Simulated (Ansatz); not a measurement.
SiC (CsCl type, Pm-3m), a = b = c = 2.6193 Å, α = β = γ = 90.00°.

Relaxed with PBEsol.

Q: Decompose the optical modes at the zone centre into irreducible representations, and say which are infrared and Raman allowed.

A: Point group m-3m: Γ_opt = T1u. Infrared: T1u. Raman: none.

Q: Assign frequencies (DFPT, PBEsol (plane waves, PAW; program Ansatz)).

A: T1u 323i cm⁻¹.

A made-up cell: these elements were put on the sites of a structure type; neither database checked (COD, Materials Project) lists it. It is not the phase usual at ambient conditions (space group No. 186, 216). The cell was relaxed with PBEsol under the symmetry of its start. At this level the phase is dynamically unstable (imaginary phonons). As this level gives no gap, phonon frequencies hold no LO–TO term and depend on the k-mesh and smearing (Fermi–Dirac, 0.1 eV here).

Potentials: the later of the program's two PAW sets.
